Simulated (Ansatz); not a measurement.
**Data sheet: GeS (DFT)**

GeS:
```
CELL_PARAMETERS angstrom
      4.64411     0.00000     0.00000
      0.00000     4.64411     0.00000
      0.00000     0.00000     4.32613
ATOMIC_POSITIONS crystal
  Ge 0.50000 0.00000 0.24621
  Ge 0.00000 0.50000 0.75379
  S  0.00000 0.00000 0.00000
  S  0.50000 0.50000 0.00000
```

Space group P4/nmm (No. 129); conventional cell a = b = 4.6441 Å, c = 4.3261 Å, α = β = γ = 90.00°.

Method: PBE in the plane-wave PAW code Ansatz. The cell and atoms are relaxed at this level. Other levels are named where they apply.

**Cell and energy**

```yaml
volume_per_atom: 23.33 Å³
density: 3.73 g/cm³
Formation energy from the elements (no fitted shifts): -78 meV/atom
```

**Electronic structure**

```yaml
band_gap: 0.53 eV (indirect)
valence_band_maximum: off the standard path, at k = (0.000, 0.339, 0.362) in fractions of the reciprocal vectors
conduction_band_minimum: off the standard path, at k = (0.202, 0.202, 0.348) in fractions of the reciprocal vectors
smallest_direct_gap_on_the_standard_path: 0.82 eV
electron_effective_mass: 0.13, 0.45, 0.78 mₑ (principal values)
hole_effective_mass: 0.18, 0.72, 2.5 mₑ (principal values)
HSE06 gap on the PBE cell: 0.93 eV
```

**Mechanics**

```yaml
Bulk modulus (Birch–Murnaghan fit): 11.2 GPa
Pressure derivative B′: 12.0
```

A made-up cell: these elements were put on the sites of a structure type; neither database checked (COD, Materials Project) lists it. COD files the formula under space group No. 62. Whether it is the stable phase at ambient conditions was not checked. Symmetry was held in the PBE relaxation; whether a distortion lowers the energy is not shown. A crystal of weakly bound layers computed without a dispersion correction: the cell and the soft elastic constants depend strongly on that. The references are the lowest solids computed at this level, not always the standard phases. Spin–orbit coupling is left out wherever it is not named.

Potentials: the later of the program's two PAW sets.
